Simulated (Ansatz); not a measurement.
An Ansatz (an electronic-structure program) input:

Ansatz 0.2 input:
```yaml
crystal:
  lattice:
    - [2.7285560343, 0.0, 0.0]
    - [-1.3642780172, 2.3629988414, 0.0]
    - [0.0, 0.0, 4.3095532455]
  atoms:
    - { symbol: Os, position: [0.3333333333, 0.6666666667, 0.25] }
    - { symbol: Os, position: [0.6666666667, 0.3333333333, 0.75] }
kpoints:
  mp_grid: { grid: [13, 13, 7] }
  band_path:
    path:
      - [[0.0, 0.0, 0.0], [0.5, 0.0, 0.0], [0.3333333333, 0.3333333333, 0.0], [0.0, 0.0, 0.0], [0.0, 0.0, 0.5], [0.5, 0.0, 0.5], [0.3333333333, 0.3333333333, 0.5], [0.0, 0.0, 0.5]]  # Γ-M-K-Γ-A-L-H-A
      - [[0.5, 0.0, 0.5], [0.5, 0.0, 0.0]]  # L-M
      - [[0.3333333333, 0.3333333333, 0.5], [0.3333333333, 0.3333333333, 0.0]]  # H-K
    npoints: 8
basis: { xc_grid: 2 }
hamiltonian:
  xc: pbesol
  pseudopotentials: { azcp: { folder: ./paw }, kind: paw_fr }
magnetization: { noncollinear: true, spin_orbit: true }
scf:
  n_extra_bands: 12
  convergence: { dr2_threshold: 0.0000000001 }
  occupations: { method: gaussian, width: 0.05 }
output: { eigenvalues: true }
```

Task: How many symmetry operations and irreducible k-points will the run report?

Result: 24 operations, 84 of 1183 k-points.

Task: With a cutoff of 420 eV, how many plane waves at Γ?

Result: 537.

It took about 17 core-seconds (a rough figure) on shared server cores.

Space group P6_3/mmc (hcp (Mg type)). The cell was relaxed with PBEsol under the symmetry of its start; of distortions, only those at the zone centre were tested. The run is not spin-polarised.

Potentials: the earlier of the program's two PAW sets.

Ansatz is a plane-wave DFT program.
